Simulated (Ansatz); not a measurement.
WS2:
```cif
data_S8W4
_chemical_formula_sum 'W4 S8'
_space_group_name_H-M_alt 'P 1'
_space_group_IT_number 1
_cell_length_a 5.96027
_cell_length_b 5.96027
_cell_length_c 5.96027
_cell_angle_alpha 90.000
_cell_angle_beta 90.000
_cell_angle_gamma 90.000
loop_
_space_group_symop_operation_xyz
  'x, y, z'
loop_
_atom_site_label
_atom_site_type_symbol
_atom_site_fract_x
_atom_site_fract_y
_atom_site_fract_z
_atom_site_occupancy
W1 W 0.00000 0.00000 0.00000 1
W2 W 0.50000 0.50000 0.00000 1
W3 W 0.00000 0.50000 0.50000 1
W4 W 0.50000 0.00000 0.50000 1
S1 S 0.35932 0.35932 0.35932 1
S2 S 0.85932 0.14068 0.64068 1
S3 S 0.64068 0.85932 0.14068 1
S4 S 0.14068 0.64068 0.85932 1
S5 S 0.64068 0.64068 0.64068 1
S6 S 0.14068 0.85932 0.35932 1
S7 S 0.35932 0.14068 0.85932 1
S8 S 0.85932 0.35932 0.14068 1
```
Starting moments (μB, in the order of the atoms W W W W S S S S S S S S): 2.0 2.0 2.0 2.0 -0.1 -0.1 -0.1 -0.1 -0.1 -0.1 -0.1 -0.1.

Relaxed with r²SCAN.

**Question.** Which orbitals make up the states near the Fermi level in r²SCAN in the plane-wave PAW code Ansatz?

**Answer.** Within 0.5 eV of the Fermi level: W 5d 72 %, S 3p 23 %. Projections are on Löwdin-orthogonalised atomic valence shells; empty p or d shells of many metals are not among them.

**Question.** Tabulate the density of states.

**Answer.** States/eV per cell of 12 atoms, in 0.25 eV bins, energy from the Fermi level.

```tsv
E (eV)	total	S 3p	W 5d	S 3s
-7.85	0.00	0.00	0.00	0.00
-7.60	0.00	0.00	0.00	0.00
-7.35	0.00	0.00	0.00	0.00
-7.10	4.32	2.79	0.70	0.09
-6.85	5.33	3.51	0.84	0.14
-6.60	8.81	6.10	1.35	0.21
-6.35	8.48	5.92	1.80	0.16
-6.10	11.57	8.14	2.77	0.15
-5.85	10.71	7.24	2.91	0.14
-5.60	9.68	6.24	3.09	0.11
-5.35	9.41	6.10	2.92	0.14
-5.10	6.77	4.34	2.08	0.14
-4.85	8.26	5.53	2.26	0.20
-4.60	8.73	6.19	1.99	0.25
-4.35	8.59	6.15	1.93	0.25
-4.10	7.33	5.28	1.63	0.20
-3.85	7.25	5.13	1.70	0.17
-3.60	8.20	6.03	1.71	0.18
-3.35	9.93	7.68	1.69	0.22
-3.10	8.87	7.04	1.34	0.20
-2.85	8.69	7.07	1.23	0.12
-2.60	7.41	6.31	0.82	0.07
-2.35	4.26	2.78	1.30	0.05
-2.10	6.81	3.86	2.68	0.08
-1.85	7.13	4.28	2.57	0.08
-1.60	9.99	5.25	4.34	0.11
-1.35	10.13	3.16	6.50	0.11
-1.10	8.86	2.86	5.59	0.09
-0.85	7.15	2.36	4.48	0.05
-0.60	5.28	1.77	3.28	0.03
-0.35	3.04	1.06	1.83	0.03
-0.10	3.32	0.98	2.17	0.03
0.15	4.34	0.69	3.40	0.03
0.40	5.65	0.89	4.38	0.05
0.65	6.00	1.14	4.44	0.08
0.90	7.81	1.91	5.36	0.11
1.15	12.78	3.05	8.89	0.13
1.40	8.36	2.30	5.51	0.09
1.65	3.39	1.07	2.11	0.04
1.90	3.81	0.96	2.61	0.06
2.15	4.19	1.11	2.77	0.06
2.40	3.93	1.11	2.53	0.05
2.65	3.94	0.89	2.40	0.39
2.90	4.47	0.98	2.55	0.59
3.15	4.12	1.00	2.17	0.57
3.40	5.82	1.30	3.19	0.79
3.65	6.58	1.49	3.58	0.84
3.90	7.40	2.08	3.74	0.71
4.15	6.79	2.15	3.33	0.49
4.40	6.41	2.32	2.93	0.27
4.65	7.61	2.85	3.46	0.23
4.90	5.47	2.08	2.49	0.12
```

Space group Pa-3. The start of the workflow was typed in or built on a structure type; neither database checked (COD, Materials Project) lists it. It is not the phase usual at ambient conditions (space group No. 194). Symmetry was held in the r²SCAN relaxation; its stability against distortions is not shown here. Magnetic state: ferromagnetic, chosen from 2 collinear starts compared on coarse meshes (ties went to the first, and starts can fall back to one state), not a proven ground state. Other orbital occupations within this spin state were not tried. No Hubbard U is applied. Scalar-relativistic: spin–orbit coupling is off unless named, which matters more the heavier the elements.

Potentials: the earlier of the program's two PAW sets.
